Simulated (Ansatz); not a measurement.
All numbers below come from Ansatz, DFT PBE, scalar-relativistic, plane waves, PAW. Settings: cutoff 420 eV, Γ-centred meshes spaced at most about 0.3 Å⁻¹, and about 0.25 Å⁻¹ or finer for metals (2π included), Gaussian smearing. No spin polarisation in the final relaxations.

Each of these unrelaxed guesses is relaxed in cell and atoms within its symmetry. A guess keeps its type if space group and coordination stay and the shape of the cell changes little (axis ratios within about 15 %, angles within 6°); the volume may change.

1. Na2Nb2O

```
CELL_PARAMETERS angstrom
3.61156 0.00000 0.00000
0.00000 3.61156 0.00000
0.00000 0.00000 7.78053
ATOMIC_POSITIONS crystal
Na 0.00000 0.00000 0.00000
Na 0.50000 0.50000 0.50000
Nb 0.50000 0.50000 0.75043
Nb 0.50000 0.50000 0.24957
O 0.50000 0.50000 0.00000
```

2. MgTeSe3

```
CELL_PARAMETERS angstrom
3.57452 2.06375 2.93108
-3.57452 2.06375 2.93108
0.00000 -4.12750 2.93108
ATOMIC_POSITIONS crystal
Mg 0.00885 0.00885 0.00885
Te 0.51824 0.51824 0.51824
Se 0.51680 0.51680 0.01731
Se 0.51680 0.01731 0.51680
Se 0.01731 0.51680 0.51680
```

3. MgCd2Se3

```
CELL_PARAMETERS angstrom
4.01241 0.00000 0.00000
-2.00621 3.47485 0.00000
0.00000 0.00000 9.82145
ATOMIC_POSITIONS crystal
Mg 0.00000 0.00000 0.00000
Cd 0.33333 0.66667 0.65599
Cd 0.66667 0.33333 0.34401
Se 0.33333 0.66667 0.16590
Se 0.66667 0.33333 0.83410
Se 0.00000 0.00000 0.50000
```

4. ScAl4As

```
CELL_PARAMETERS angstrom
4.16160 0.00000 0.00000
0.00000 4.16160 0.00000
0.00000 0.00000 6.05961
ATOMIC_POSITIONS crystal
Sc 0.50000 0.50000 0.50000
Al 0.00000 0.00000 0.50000
Al 0.00000 0.00000 0.75534
Al 0.00000 0.00000 0.24466
Al 0.50000 0.50000 0.00000
As 0.00000 0.00000 0.00000
```

Question: Which guesses survive the relaxation?

Answer: Guess 3 keeps its type.

```json
{"guess": "1", "kept": "no", "start group": "P4/mmm", "end group": "P4/mmm", "V start (Å³/atom)": "20.3", "V end": "19.1", "b/a and c/a, end over start": "1.00, 1.65", "nearest neighbours start": "Na 2/4, Nb 2, O 2", "nearest neighbours end": "Na 4/6, Nb 1, O 6"}
{"guess": "2", "kept": "no", "start group": "R3m", "end group": "R3m", "V start (Å³/atom)": "25.9", "V end": "37.8", "b/a and c/a, end over start": "1.00, 1.23", "nearest neighbours start": "Mg 12, Se 2, Te 6", "nearest neighbours end": "Mg 3, Se 2, Te 3"}
{"guess": "3", "kept": "yes", "start group": "P-3m1", "end group": "P-3m1", "V start (Å³/atom)": "22.8", "V end": "22.7", "b/a and c/a, end over start": "1.00, 1.00", "nearest neighbours start": "Cd 6, Mg 6, Se 6", "nearest neighbours end": "Cd 6, Mg 6, Se 6"}
{"guess": "4", "kept": "no", "start group": "P4/mmm", "end group": "P4/mmm", "V start (Å³/atom)": "17.5", "V end": "23.5", "b/a and c/a, end over start": "1.00, 1.84", "nearest neighbours start": "Al 2/14, As 2, Sc 14", "nearest neighbours end": "Al 2/4/6, As 6, Sc 4"}
```

Neighbours count within 15 % of an atom's shortest distance; end groups are read at 0.02 Å (0.05 Å in metals).

Weakly bound directions are ill-defined at this level, which has no dispersion term (MgTeSe3 R3m). Spin–orbit coupling, which can matter for Te, is left out. A magnetic state wasn't ruled out in cells without spin, among them Na2Nb2O P4/mmm. Cells relaxed within their symmetry can be saddle points.

In counts of neighbours, a slash parts the counts of unlike sites.
